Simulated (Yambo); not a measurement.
G0W0@PBEsol for MgTe (zinc blende, space group F-43m, No. 216) in Yambo. Reference settings: 4×4×4 Γ-centred k mesh, bands 5 to 124 and a 8 Ry block in the screening, 124 bands in G with the Bruneval-Gonze terminator, plasmon pole fitted at 27.2 eV. The PBEsol gap Γ → Γ on this mesh is 2.34 eV; G0W0 gaps are taken between the same points.

With and without the terminator, as bands are cut:

```json
[
 {"bands in G (in W)": "27 (27)", "gap, terminator (eV)": "3.926", "gap, none (eV)": "3.851", "valence shift, terminator (eV)": "-0.883", "valence shift, none (eV)": "-0.611"},
 {"bands in G (in W)": "46 (46)", "gap, terminator (eV)": "3.948", "gap, none (eV)": "3.905", "valence shift, terminator (eV)": "-1.158", "valence shift, none (eV)": "-0.958"},
 {"bands in G (in W)": "67 (67)", "gap, terminator (eV)": "3.948", "gap, none (eV)": "3.912", "valence shift, terminator (eV)": "-1.274", "valence shift, none (eV)": "-1.122"},
 {"bands in G (in W)": "94 (94)", "gap, terminator (eV)": "3.963", "gap, none (eV)": "3.943", "valence shift, terminator (eV)": "-1.343", "valence shift, none (eV)": "-1.240"},
 {"bands in G (in W)": "124 (124)", "gap, terminator (eV)": "3.980", "gap, none (eV)": "3.971", "valence shift, terminator (eV)": "-1.388", "valence shift, none (eV)": "-1.319"}
]
```

Over this range the gap spans 0.054 eV with the terminator and 0.120 eV without, the valence shift 0.505 eV and 0.708 eV. Neither column has reached its limit for certain.

The standard potential for Te keeps a d shell in the valence without the s and p states of that shell. In tests on such compounds this moved G0W0 gaps by up to about 0.9 eV, so absolute quasiparticle energies here are unreliable; differences between settings are what counts.

Spin-orbit coupling is not included.

Geometry relaxed with PBEsol; primitive cell a = 4.5528 Å, b = 4.5528 Å, c = 4.5528 Å, α = 60.00°, β = 60.00°, γ = 60.00°.

This is not the ordinary phase of the substance; no match was found in the copy of COD used, and its stability was not checked.

A shift is the quasiparticle energy of the state minus its PBEsol energy.
